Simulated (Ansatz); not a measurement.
KMgF3:
```
KMgF3
1.0
    3.99129     0.00000     0.00000
    0.00000     3.99129     0.00000
    0.00000     0.00000     3.99129
K Mg F
1 1 3
Direct
  0.50000   0.50000   0.50000
  0.00000   0.00000   0.00000
  0.50000   0.00000   0.00000
  0.00000   0.50000   0.00000
  0.00000   0.00000   0.50000
```

Relaxed with PBEsol. Special points in fractions of this cell's reciprocal vectors: Γ (0.000, 0.000, 0.000); X (0.000, 0.500, 0.000); M (0.500, 0.500, 0.000); R (0.500, 0.500, 0.500).

Question: List the band energies nearest the valence-band maximum at these points for PBEsol (plane waves, PAW; program Ansatz).

Answer: In eV from the valence-band maximum; about four levels below and three above (degenerate sets whole), none deeper than 8.9 eV; points with the same levels are listed once.

| k | below | above |
|---|---|---|
| Γ | -0.63 -0.63 -0.63 -0.32 -0.32 -0.32 | 7.12 9.95 9.95 |
| X | -0.87 -0.87 -0.53 -0.53 | 9.94 10.26 11.00 |
| M | -1.05 -1.05 -0.90 -0.90 -0.02 | 10.79 11.56 12.42 12.42 |
| R | -1.11 -1.11 0.00 0.00 0.00 | 10.31 10.31 10.31 |

Space group Pm-3m (cubic perovskite). The cell was relaxed with PBEsol under the symmetry of its start; of distortions, only those at the zone centre were tested.

Potentials: the later of the program's two PAW sets.
